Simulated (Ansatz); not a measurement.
**Calculation log, RbLuO2 (R-3m) (phonons)**

Level of theory: PBEsol, all-electron LAPW in Ansatz 0.2.0, scalar-relativistic.

The cell comes from a PAW relaxation under the same functional.

Command line:

```sh
ansatz run input.yaml --threads 1 --pin off --max-ram 3072MiB --backend cpu --events-out ev --progress --plain --runs-dir out
```

Input:

```yaml
crystal:
  lattice:
    - [1.69247243479, 0.97714941582, 6.42732091044]
    - [-1.69247243479, 0.97714941582, 6.42732091044]
    - [0.0, -1.95429883164, 6.42732091044]
  atoms:
    - { symbol: Rb, position: [0.0, 0.0, 0.0] }
    - { symbol: Lu, position: [0.5, 0.5, 0.5] }
    - { symbol: O, position: [0.225008654632, 0.225008654632, 0.225008654632] }
    - { symbol: O, position: [0.774991345368, 0.774991345368, 0.774991345368] }
kpoints:
  mp_grid: { grid: [6, 6, 6] }
scf:
  occupations: { method: fixed }
hamiltonian:
  xc: pbesol
  pseudopotentials: { kind: all_electron, lapw: { basis_error: 0.0005 } }
phonons:
  supercell: [1, 1, 1]
```

Output:

```
Warning: RAYON_NUM_THREADS=1 ignored (pool sized by the plan → 1); use --threads N
LAPW: plane waves up to 10.443 Å⁻¹, error target 5.0e-4 eV per atom; small_component_spin mean_spin; O in spheres of 0.936 Å, 8 of its electrons in bands, Dirac shells []; Rb in spheres of 1.251 Å, 27 of its electrons in bands, ...
Engine: ansatz 0.2.0, x86_64-unknown-linux-gnu
Pseudopotentials: kind: all_electron
Pseudopotential: Rb, LAPW, valence charge 27, lapw/all_electron/scalar/gaussian/Rb, Koelling and Harmon's equation, gaussian nucleus
Pseudopotential: Lu, LAPW, valence charge 43, lapw/all_electron/scalar/gaussian/Lu, Koelling and Harmon's equation, gaussian nucleus
Pseudopotential: O, LAPW, valence charge 8, lapw/all_electron/scalar/gaussian/O, Koelling and Harmon's equation, gaussian nucleus
Functional definition: PBEsol
  exchange = pbesol_x
  correlation = pbesol_c
davidson cushion auto → on  (no smearing: the cushion is to keep the highest requested band from converging to the state above it; pin scf.eigensolver.cushion to override)
Crystal: 4 atoms, lattice volume = 63.777 Å³
[... 80 lines left out ...]
Free energy (F): -481283.881653 eV
Harris-Foulkes:  -481283.881653 eV  (|F-HF|=5.82e-11)
Internal energy: -481283.881653 eV  (E = F + TS)
E sigma→0 (E₀):  -481283.881653 eV
Fermi energy:    11.557700 eV
--- Per-component energies (eV) ---
  E_band       = -9236.593320
  E_kinetic    = 526761.232330
  E_xc         = -11236.826457
  E_electrostatic = -996808.287525  (all electrons and nuclei)
  E_smearing   = -0.000000  (= −TS)
  E_closure    = 0.000000  (closes the sum)
  Σ components = -481283.881653   (vs F -481283.881653, Δ=0.00e0)
  Basis errors (estimates in eV, not in F): energy 2.0e-4 per atom: plane waves 1.8e-4 (1.0e-4 summed), levels above the bands 0.0e0, relativity 3.6e-8, radial functions 1.6e-5, core shells 7.2e-11; eigenvalues (radial functions ...
--- Forces (eV/Å), atoms counted from 1 ---
  atom   1  Rb     0.00000000     0.00000000     0.00000000
  atom   2  Lu    -0.00000000     0.00000000     0.00000000
  atom   3  O     -0.00000000     0.00000000     0.00009691
  atom   4  O      0.00000000    -0.00000000    -0.00009691
  max |Σ_I F_I| component: 1.36e-20 eV/Å
--- Phonons: 4 displaced members + reference (amplitude 0.01 Å, Σ member SCF iterations 33) ---
  symmetry images taken by strict's conditions (phonons.symmetry_images: auto; settled by no image being taken that strict refuses)
  ASR residual: 2.090e-3 → 0.000e0 eV/Å²; symmetrization residual: 6.667e-4 eV/Å²
  largest component of a force at the reference: 9.7e-5 eV/Å
  ASR residual per site (eV/Å²): 8.60e-4 2.09e-3 2.00e-3 2.00e-3
  Γ frequencies (cm⁻¹): 0.00 0.00 0.00 69.79 69.79 146.15 230.94 230.94 331.96 369.29 369.29 485.92
  density of states and harmonic sums: on the 21×21×21 q-mesh, interpolated from the force constants of a 1×1×1 supercell (no non-analytic term)
  largest difference from the sums on the solved wave vectors: F 5.60e-1 eV, S 8.19e-4 and C_V 2.58e-4 eV/K
```

Self-consistency was reached.

Zone-centre phonons:

Harmonic phonons of a crystal by Kohn-Sham DFT at the given cell, standard atomic masses, acoustic sum rule imposed; negative wavenumbers are unstable modes; optical zone-centre levels upwards with Mulliken labels, activity, and the element with most of the kinetic energy.

| Item | Value |
| --- | --- |
| Point group | -3m |

| number | phonon wavenumber (cm⁻¹) | label | infrared | raman | lead element |
| --- | --- | --- | --- | --- | --- |
| 1 | 69.8 | Eu | yes | no | Rb |
| 2 | 146.2 | A2u | yes | no | Rb |
| 3 | 230.9 | Eu | yes | no | O |
| 4 | 332 | A2u | yes | no | O |
| 5 | 369.3 | Eg | no | yes | O |
| 6 | 485.9 | A1g | no | yes | O |

Keep in mind: zone-boundary modes aren't tested; no LO-TO term at the zone centre.

Cost: 5.5 min on 1 thread of Intel(R) Xeon(R) 6975P-C (Granite Rapids), with other jobs on the host, peak memory 0.91 GiB.
